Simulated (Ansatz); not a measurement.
A geometry of SiO2 away from equilibrium: the start of the relaxation of a generated trial cell of SiO2 in the alpha-quartz structure type. All values below come from PBE (plane waves to 420 eV, PAW, scalar-relativistic; Ansatz, a first-principles code). Γ-centred k-mesh 6×6×5 on the run's cell (coarser than for final values), Fermi–Dirac smearing 0.05 eV.

```xyz
9
Lattice="4.9140 0.0000 0.0000 -2.4570 4.2556 0.0000 0.0000 0.0000 5.4060" Properties=species:S:1:pos:R:3:forces:R:3 pbc="T T T" free_energy=-5322.159 pressure_GPa=7.4
Si     2.3091     0.0000     4.5050    0.0721    0.0000    0.0000
Si    -1.1545     1.9997     0.9010   -0.0361    0.0625    0.0000
Si     1.3025     2.2559     2.7030   -0.0361   -0.0625    0.0000
O      1.3740     1.1354     3.8599   -0.3430    0.0444    0.1492
O      3.2437     0.6222     0.2559    0.1330   -0.3192    0.1492
O      2.7533     2.4981     2.0579    0.2100    0.2748    0.1492
O     -1.0830     3.1202     5.1501   -0.3430   -0.0444   -0.1492
O      0.2963     1.7576     1.5461    0.2100   -0.2748   -0.1492
O      0.7867     3.6335     3.3481    0.1330    0.3192   -0.1492
```

Positions in Å, forces in eV/Å, free energy of the cell in eV (comparable only within this code, potentials and settings). Largest force: 0.38 eV/Å, on O4, O5, O6, O7, O8, O9 (atoms numbered as listed); the geometry lies 0.01 eV/atom above the end of its relaxation.

No spin polarisation in the result.

The run could not lose the symmetry of its start.
